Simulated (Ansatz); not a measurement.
Consider the following.

Sr3Ti2O7:
```cif
data_O14Sr6Ti4
_chemical_formula_sum 'Sr6 Ti4 O14'
_space_group_name_H-M_alt 'I4/mmm'
_space_group_IT_number 139
_space_group_name_Hall '-I 4 2'
_cell_length_a 3.90218
_cell_length_b 3.90218
_cell_length_c 20.34376
_cell_angle_alpha 90.000
_cell_angle_beta 90.000
_cell_angle_gamma 90.000
loop_
_atom_site_label
_atom_site_type_symbol
_atom_site_symmetry_multiplicity
_atom_site_Wyckoff_symbol
_atom_site_fract_x
_atom_site_fract_y
_atom_site_fract_z
_atom_site_occupancy
Sr1 Sr 4 e 0.00000 0.00000 0.31569 1
Sr2 Sr 2 b 0.00000 0.00000 0.50000 1
Ti1 Ti 4 e 0.00000 0.00000 0.09755 1
O1 O 8 g 0.00000 0.50000 0.09613 1
O2 O 4 e 0.00000 0.00000 0.19355 1
O3 O 2 a 0.00000 0.00000 0.00000 1
```
(The calculation used a cell of 12 atoms; values per cell refer to that cell.)

This is the r²SCAN-relaxed structure.

All from r²SCAN (plane waves, PAW; program Ansatz), unless another level is named. Give the HSE06 gap on the r²SCAN cell.

3.44 eV.

And the smallest direct gap on the standard path?

2.62 eV.

Next, the hole effective mass with spin–orbit coupling?

0.89, 1.2, 5.8 mₑ (principal values).

What about the valence-band maximum?

at X.

The first step of the workflow began from a Materials Project structure, measured or hypothetical; the Crystallography Open Database files this formula in space group No. 139, but the cells were not matched. Its standing as an ambient phase is unchecked. The r²SCAN relaxation kept the symmetry of its start; whether a distortion lowers the energy is not shown. The run is not spin-polarised. Spin–orbit coupling is left out wherever it is not named.

Potentials: the later of the program's two PAW sets.
